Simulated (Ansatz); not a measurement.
FePt (L1₀ or tetragonal B2, P4/mmm) at seven volumes, the program Ansatz at the PBE level (PAW), shape and atoms relaxed at each. One row is withheld.

| V (Å³/atom) | P (GPa) |
|---|---|
| 12.754 | 24.49 |
| 13.174 | 14.80 |
| 13.594 | 6.68 |
| 14.015 | 0.00 |
| 14.435 | -5.44 |
| 14.856 | -9.95 |
| 15.276 | ? |

Task: Fit the shown pressures and predict the withheld one.

Result: P = (3/2)B₀(x^(7/2) − x^(5/2))[1 + (3/4)(B′ − 4)(x − 1)] with x = (V₀/V)^(2/3). Least squares on the six rows gives V₀ = 14.017 Å³/atom, B₀ = 201 GPa, B′ = 5.44. At V = 15.276, x = 0.9443 and P = -13.68 GPa. The run itself gave -13.82 GPa.

Symmetry was held in the PBE relaxation. Spin order of the final state: ferromagnetic, chosen from 5 collinear starts compared on coarse meshes (ties went to the first, and starts can fall back to one state), not a proven ground state. Textbook magnetic order: ferromagnetic. Scalar-relativistic: spin–orbit coupling is off unless named, which matters more the heavier the elements.

Potentials: the later of the program's two PAW sets.
